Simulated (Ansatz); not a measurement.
TiTeSe:
```yaml
crystal:
  lattice:
    - [3.68062, 0.00000, 0.00000]
    - [-1.84031, 3.18751, 0.00000]
    - [0.00000, 0.00000, 6.66092]
  atoms:
    - { symbol: Ti, position: [0.00000, 0.00000, 0.97860] }
    - { symbol: Te, position: [0.66667, 0.33333, 0.25108] }
    - { symbol: Se, position: [0.33333, 0.66667, 0.77033] }
```

Relaxed with r²SCAN. Special points in fractions of this cell's reciprocal vectors: Γ (0.000, 0.000, 0.000); M (0.500, 0.000, 0.000); K (0.333, 0.333, 0.000); A (0.000, 0.000, 0.500); L (0.500, 0.000, 0.500); H (0.333, 0.333, 0.500).

Problem. List the band energies nearest the Fermi level at these points for the program Ansatz at the r²SCAN level (PAW).

Solution. In eV from the Fermi level; about four levels below and three above (degenerate sets whole), none deeper than 8.9 eV; points with the same levels are listed once.

```
k                    below                above
-  -----------------------  -------------------
Γ  -5.33 -2.73 -2.73 -0.75  0.28 0.28 0.72 0.72
M  -3.08 -2.80 -2.52 -1.21       0.07 1.13 1.48
K  -4.00 -2.93 -2.87 -2.45       0.98 1.18 1.39
A  -4.20 -2.71 -2.71 -2.64  0.28 0.28 0.62 0.62
L  -2.86 -1.77 -1.06 -0.08       1.13 1.45 2.87
H  -4.26 -3.32 -2.37 -2.27       0.96 1.04 1.09
```

Space group P3m1. The first step of the workflow began from a Materials Project structure, measured or hypothetical; the Crystallography Open Database copy checked does not list it. Whether it is the stable phase at ambient conditions was not checked. Symmetry was held in the r²SCAN relaxation; its stability against distortions is not shown here. No spin polarisation was allowed. A crystal of weakly bound layers computed without a dispersion correction: the cell and the soft elastic constants depend strongly on that. Scalar-relativistic: spin–orbit coupling is off unless named, which matters more the heavier the elements.

Potentials: the earlier of the program's two PAW sets.
